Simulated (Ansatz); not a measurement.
Ansatz input file:

```yaml
crystal:
  lattice:
    - [0.0, 3.8946550783, 4.2069862456]
    - [2.2583820996, 0.0, 4.2069862456]
    - [2.2583820996, 3.8946550783, 0.0]
  atoms:
    - { symbol: Ga, position: [0.0839328905, 0.4160671095, 0.0839328905] }
    - { symbol: Ga, position: [0.4160671095, 0.0839328905, 0.4160671095] }
    - { symbol: Ga, position: [0.1660671095, 0.8339328905, 0.1660671095] }
    - { symbol: Ga, position: [0.8339328905, 0.1660671095, 0.8339328905] }
    - { symbol: Os, position: [0.75, 0.75, 0.75] }
    - { symbol: Os, position: [0.5, 0.5, 0.5] }
basis:
  ecutwfc: 420
kpoints:
  mp_grid: { grid: [8, 8, 8] }
hamiltonian:
  xc: pbesol
scf:
  occupations: { method: gaussian, width: 0.02 }
output:
  forces: true
  stress: true
  eigenvalues: true
relax:
  adjacent_minimum: "off"
  f_tol: 0.01
  max_steps: 30
  cell: { stress_tol: 0.1, fix: [volume] }
```

Command:
```bash
ansatz run input.yaml --threads 1 --pin off --max-ram 2560MiB --backend cpu --events-out ev --progress --plain --runs-dir out
```

Computed with DFT PBEsol, scalar-relativistic, plane waves, PAW (Ansatz).

From the run's log, abridged (final results; tables in files aren't shown):

```
SCF 4 converged in 7 iterations: F = -37475.128120 eV  dr2 = 3.85e-16
SCF converged after 7 iterations
Free energy (F): -37475.128120 eV
Harris-Foulkes:  -37475.128120 eV  (|F-HF|=1.46e-11)
Internal energy: -37475.128120 eV  (E = F + TS)
E sigma→0 (E₀):  -37475.128120 eV
Fermi energy:    20.888414 eV
--- Per-component energies (eV) ---
  E_band       = 107.181936
  E_kinetic    = 1623.102264
  E_local      = -7280.104747  (includes V_loc(G=0)·N_el)
  E_nonlocal   = 1706.682222
  E_hartree    = 3471.864739
  E_xc         = -820.826436
  E_vxc        = -821.233331  (∫ρ·V_xc dr)
  E_paw        = -25556.272146  (= ΣΔE_a)
  E_vpaw       = -2064.993400  (= ΣTr[D̂ρ^β])
  E_aug_tail   = -0.000550  (compensation charges beyond the density's cutoff)
  E_ewald      = -10623.521243
  E_core_change = 3.947777  (= ΣΔE_core)
  E_smearing   =  0.000000  (= −TS)
--- Forces (eV/Å), atoms counted from 1 ---
  atom   1  Ga     0.00000000     0.00111213     0.00000000
  atom   2  Ga     0.00000000    -0.00111213     0.00000000
  atom   3  Ga     0.00000000    -0.00111213     0.00000000
  atom   4  Ga     0.00000000     0.00111213     0.00000000
  atom   5  Os     0.00000000     0.00000000     0.00000000
  atom   6  Os     0.00000000     0.00000000     0.00000000
--- Stress (GPa, compression-positive) ---
       34.746293       0.000000       0.000000
        0.000000      34.691256       0.000000
        0.000000       0.000000      34.655410
  P = ⅓ Tr σ = 34.6977 GPa (346.977 kbar)
--- Band table (eV; the first three rows and the last of 95) ---
  k-point 0: bands = ["-65.1732", "-65.1617", "-24.8539", "-24.7203", "-24.7171", "-24.6938", "-24.6761", "-24.6088", "5.0730", "5.0957", "5.2005", "5.2308", "5.3589", "5.3741", "5.4342", "5.4410", "5.4851", "5.5020", "5.5305", "5.5407", "5.5520", "5.5781", "5.5931", "5.5973", "5.6526", "5.7192", "5.7744", "5.9490", "6.7651", "12.7653", "14.8517", "14.9364", "15.5440", "15.6914", "16.3867", "16.4967", "16.6665", "16.8629", "18.4254", "18.9263", "19.8991", "20.4497", "23.0761", "24.1306", "24.4014", "24.4950", "24.8641", "24.9026", "24.9174", "24.9766", "25.2965"]
  k-point 1: bands = ["-65.1729", "-65.1621", "-24.8516", "-24.7352", "-24.7086", "-24.6904", "-24.6753", "-24.6104", "5.0727", "5.1202", "5.1525", "5.2910", "5.3166", "5.3452", "5.4160", "5.4385", "5.4596", "5.4776", "5.4985", "5.5669", "5.5804", "5.5883", "5.6302", "5.6327", "5.6688", "5.7188", "5.7677", "5.9342", "6.9871", "12.7529", "14.0727", "14.6886", "15.1810", "16.4256", "16.5187", "16.7335", "16.7876", "17.3255", "18.1814", "18.9190", "19.6427", "19.8252", "22.8253", "23.1556", "23.6490", "24.0345", "24.8574", "25.2470", "25.8062", "26.1945", "26.7734"]
  k-point 2: bands = ["-65.1720", "-65.1629", "-24.8455", "-24.7528", "-24.7081", "-24.6822", "-24.6717", "-24.6145", "5.0730", "5.1321", "5.1778", "5.2298", "5.2756", "5.3229", "5.3728", "5.3780", "5.4592", "5.4901", "5.5126", "5.5816", "5.5918", "5.6149", "5.6457", "5.6758", "5.7166", "5.7427", "5.7640", "5.8986", "7.6502", "12.5854", "12.9762", "14.4372", "15.2018", "15.9734", "16.3953", "16.9905", "17.4058", "18.0254", "18.3620", "18.6092", "18.8885", "19.7220", "22.0091", "22.7238", "23.0503", "23.7133", "25.0748", "25.4241", "26.7980", "27.0788", "28.0827"]
  k-point 94: bands = ["-65.1675", "-65.1675", "-24.7891", "-24.7891", "-24.7175", "-24.7175", "-24.6324", "-24.6324", "5.0918", "5.0918", "5.3190", "5.3190", "5.3226", "5.3226", "5.4212", "5.4212", "5.4788", "5.4788", "5.4953", "5.4953", "5.5807", "5.5807", "5.6716", "5.6716", "5.6924", "5.6924", "5.8242", "5.8242", "9.1449", "9.1449", "14.1422", "14.1422", "16.0555", "16.0555", "16.4801", "16.4801", "17.3719", "17.3719", "18.9839", "18.9839", "19.1565", "19.1565", "23.9695", "23.9695", "24.1637", "24.1637", "25.1808", "25.1808", "26.5734", "26.5734", "26.9733"]
--- Relaxed structure (3 steps of the walk, 3 accepted, 1 SCFs on fresh bases) ---
  F+E_penalty+E_count = -37475.12812003 eV   max|allowed force component| = 1.112e-3 eV/Å   (the final SCF, on the basis selected at the relaxed cell)
  cell:  # Å, volume = 74.0061 Å³
    - [0.0, 3.88356325, 4.21712386]
    - [2.25938777, 0.0, 4.21712386]
    - [2.25938777, 3.88356325, 0.0]
  atoms:
    - { symbol: Ga, position: [0.08430870, 0.41569129, 0.08430870] }
    - { symbol: Ga, position: [0.41569129, 0.08430870, 0.41569129] }
    - { symbol: Ga, position: [0.16569129, 0.83430870, 0.16569129] }
    - { symbol: Ga, position: [0.83430870, 0.16569129, 0.83430870] }
    - { symbol: Os, position: [0.74999999, 0.75000000, 0.75] }
    - { symbol: Os, position: [0.49999999, 0.49999999, 0.49999999] }
```

The relaxation met its thresholds.

Time: 92 s on 1 thread of Arm Neoverse V1 (shared host), peak memory 0.55 GiB.

Spin–orbit coupling is left out, which can shift energies with elements as heavy as these.